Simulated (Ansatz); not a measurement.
One stationary structure of AlN. Space group P6₃/mmc (No. 194), NiAs type. These are PBEsol (plane waves to 420 eV, PAW, scalar-relativistic; Ansatz, a program for electronic structure) values and carry that method's errors.

```cif
data_Al2N2
_chemical_formula_sum 'Al2 N2'
_space_group_name_H-M_alt 'P 1'
_space_group_IT_number 1
_cell_length_a 2.83601
_cell_length_b 2.83601
_cell_length_c 4.85612
_cell_angle_alpha 90.000
_cell_angle_beta 90.000
_cell_angle_gamma 120.000
loop_
_space_group_symop_operation_xyz
  'x, y, z'
loop_
_atom_site_label
_atom_site_type_symbol
_atom_site_fract_x
_atom_site_fract_y
_atom_site_fract_z
_atom_site_occupancy
Al1 Al 0.00000 0.00000 0.50000 1
Al2 Al 0.00000 0.00000 0.00000 1
N1 N 0.33333 0.66667 0.75000 1
N2 N 0.66667 0.33333 0.25000 1
```

- Volume per atom = 8.46 Å³
- Band gap = 4.76 eV, indirect (valence top at Γ, conduction bottom at 38 % of the way from L to M) (no spin-orbit coupling)
- Smallest direct gap = 5.06 eV at Γ
- Shortest distances = Al–N 2.04 Å; Al–Al 2.43 Å; N–N 2.84 Å
- k-mesh = 13×13×7

Band energies at high-symmetry points (eV from the VBM; labels of this space group; no spin-orbit coupling), from −5 eV up to 6.2 eV:

```
point                             energies
-----  -----------------------------------
Γ         -0.86 -0.86 -0.59 0.00 0.00 5.06
M                   -3.10 -2.57 -1.11 5.22
K       -4.96 -4.96 -4.72 -3.84 -3.84 5.17
A      -4.95 -4.95 -0.44 -0.44 -0.44 -0.44
L        -2.70 -2.70 -1.92 -1.92 5.50 5.50
H                              -1.64 -1.64
```

No spin polarisation in the result.

The run could not lose the symmetry of its start.

It was reached from a disturbed copy of a Cmmm (No. 65) cell, against which it lies -0.450 eV/atom.

The first start was generated by placing the elements on the sites of a structure type. Materials Project lists a structure of AlN in the same space group, P6₃/mmc (No. 194); the sites were not compared with it, nor with measured phases. Known forms of AlN include space group No. 186, 216.
